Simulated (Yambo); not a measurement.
G0W0@LDA for CsGeBr3 (space group R3m, No. 160) in Yambo. Reference settings: 2×2×2 Γ-centred k mesh, 325 bands and a 8 Ry block in the screening, 325 bands in G with the Bruneval-Gonze terminator, plasmon pole fitted at 27.2 eV. The LDA gap Z → Z on this mesh is 1.14 eV; G0W0 gaps are taken between the same points.

Gap (Z → Z) in eV against the number of bands and the screening block, terminator on:

| bands (W and G) | 2 Ry | 3 Ry | 5 Ry | 6 Ry | 8 Ry |
|---|---|---|---|---|---|
| 67 | 2.083 | 2.159 | 2.295 | 2.314 | 2.340 |
| 111 | 2.000 | 2.070 | 2.229 | 2.254 | 2.290 |
| 173 | 1.979 | 2.045 | 2.219 | 2.249 | 2.295 |
| 249 | 1.978 | 2.041 | 2.224 | 2.258 | 2.311 |
| 325 | 1.979 | 2.043 | 2.229 | 2.266 | 2.324 |

Rough cost of the Yambo step against the reference (shared machines):

```csv
bands (W and G),2 Ry,3 Ry,5 Ry,6 Ry,8 Ry
67,1/20,1/20,1/10,1/10,1/6
111,1/10,1/10,1/7,1/5,1/3
173,1/8,1/9,1/6,1/4,1/2
249,1/8,1/7,1/5,1/3,~1
325,1/4,1/5,1/3,1/2,1
```

At the largest block the last step in bands moves the gap by 0.013 eV; at the most bands the last step in the block moves it by 0.058 eV.

Spin-orbit splittings are left out.

The standard potential for Ge keeps a d shell in the valence without the s and p states of that shell. In tests on such compounds this moved G0W0 gaps by up to about 0.9 eV, so absolute quasiparticle energies here are unreliable; differences between settings are what counts.

Geometry of the Materials Project entry, not relaxed at this level; primitive cell a = 5.668 Å, b = 5.668 Å, c = 5.668 Å, α = 88.90°, β = 88.90°, γ = 88.90°.

The structure is a Materials Project entry; no match was found in the copy of COD used, and its stability was not checked.
